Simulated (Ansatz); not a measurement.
## Scan of one atom of the cell for BaZrO3 (cubic perovskite)

BaZrO3 (cubic perovskite)

```
CELL_PARAMETERS angstrom
      4.22721     0.00000     0.00000
      0.00000     4.22721     0.00000
      0.00000     0.00000     4.22721
ATOMIC_POSITIONS crystal
  Ba 0.00000 0.00000 0.00000
  Zr 0.50000 0.50000 0.50000
  O  0.00000 0.50000 0.50000
  O  0.50000 0.50000 0.00000
  O  0.50000 0.00000 0.50000
```

In this cell atom 3 (O, nearest neighbour Zr at 2.114 Å; its periodic images, 4.2 Å or more away, move with it) is moved by s along Cartesian [110], unit vector (0.707, 0.707, 0.000); all other atoms and the cell stay fixed.

All values below come from PBE (plane waves to 420 eV, PAW, scalar-relativistic; Ansatz, a quantum-chemistry and plane-wave program). k mesh 6×6×6 (Γ-centred), Fermi-Dirac smearing 0.05 eV. Energies are smeared free energies. Compression counts positive. Left out: 4 of 11 points, with atoms too close for the PAW data. F∥ is the force on the atom along that direction. F⊥ is the part of the force across the line. BaZrO3 is run without spin polarisation. BaZrO3 was relaxed with its symmetry unable to fall. ΔE is measured from the undisplaced structure.

| s (Å) | ΔE (meV/cell) | |F⊥| (eV/Å) | P (GPa) | F∥ (eV/Å) |
|---|---|---|---|---|
| -0.378 | 532 | 2.327 | 4.50 | 3.075 |
| -0.252 | 223 | 1.264 | 2.01 | 1.859 |
| -0.126 | 54 | 0.543 | 0.51 | 0.863 |
| 0.000 | 0 | 0.000 | 0.00 | 0.000 |
| 0.126 | 54 | 0.543 | 0.51 | -0.863 |
| 0.252 | 223 | 1.264 | 2.01 | -1.859 |
| 0.378 | 532 | 2.327 | 4.50 | -3.075 |

Key numbers:

| Property | Result |
|---|---|
| Energy at s = 0.378 Å | 532 meV/cell |
| Force along the line at s = -0.378 Å | 3.08 eV/Å |
| Symmetry of the curve | even: the same for both signs |
| Shape of the curve | a single well with its minimum at or next to zero displacement |
| Force constant k = d²E/ds² at s = 0 (finite differences) | 6.67 eV/Å² |
| Harmonic estimate at the end of the scan | ½ks² = 477 meV/cell against the computed 532 meV/cell, so the well is stiffer than harmonic there |

The 11 points together took around 2.2 core-minutes (rough).

(A displaced cell: forces are minus the slopes of the energy, force constants its curvatures, and phonons follow from these.)
